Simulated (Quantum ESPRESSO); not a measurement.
pw.x input (Quantum ESPRESSO 7.5; PBE, PseudoDojo standard norm-conserving files, scalar-relativistic):

```
&CONTROL
  calculation = 'scf'
  pseudo_dir = './pseudo'
  outdir = './out'
  tprnfor = .true.
  tstress = .true.
/
&SYSTEM
  ibrav = 0
  nat = 2
  ntyp = 2
  ecutwfc = 84.0
  ecutrho = 336.0
  occupations = 'smearing'
  smearing = 'fd'
  degauss = 0.002
  nbnd = 8
/
&ELECTRONS
  conv_thr = 2e-10
/
ATOMIC_SPECIES
N 14.0070 N.upf
Al 26.9815 Al.upf
CELL_PARAMETERS angstrom
  0.000000000000   2.183995000000   2.183995000000
  2.183995000000   0.000000000000   2.183995000000
  2.183995000000   2.183995000000   0.000000000000
ATOMIC_POSITIONS crystal
N   0.250000000000   0.250000000000   0.250000000000
Al   0.000000000000   0.000000000000   0.000000000000
K_POINTS automatic
10 10 10 0 0 0
```

End of the output:

```
     total energy              =     -25.58512338 Ry
     estimated scf accuracy    <       0.00000003 Ry
     total energy              =     -25.58512337 Ry
     estimated scf accuracy    <       0.00000001 Ry
     total energy              =     -25.58512338 Ry
     estimated scf accuracy    <          5.3E-09 Ry
[...]
     the Fermi energy is     9.2719 ev
!    total energy              =     -25.58512338 Ry
     estimated scf accuracy    <          1.8E-12 Ry
     smearing contrib. (-TS)   =       0.00000000 Ry
     internal energy E=F+TS    =     -25.58512338 Ry
     The total energy is F=E-TS. E is the sum of the following terms:
     one-electron contribution =      -0.92933499 Ry
     hartree contribution      =       5.64207152 Ry
     xc contribution           =      -8.49791507 Ry
     ewald contribution        =     -21.79994484 Ry
     convergence has been achieved in  12 iterations
     Forces acting on atoms (cartesian axes, Ry/au):
     atom    1 type  1   force =     0.00000000    0.00000000    0.00000000
     atom    2 type  2   force =     0.00000000    0.00000000    0.00000000
     Total force =     0.000000     Total SCF correction =     0.000000
     Computing stress (Cartesian axis) and pressure
          total   stress  (Ry/bohr**3)                   (kbar)     P=       44.92
   0.00030537   0.00000000   0.00000000           44.92        0.00        0.00
  -0.00000000   0.00030537   0.00000000           -0.00       44.92        0.00
  -0.00000000   0.00000000   0.00030537           -0.00        0.00       44.92
```
In a gapped system the printed Fermi energy is only some level inside the gap.

Geometry of the Materials Project entry, not relaxed at this level.
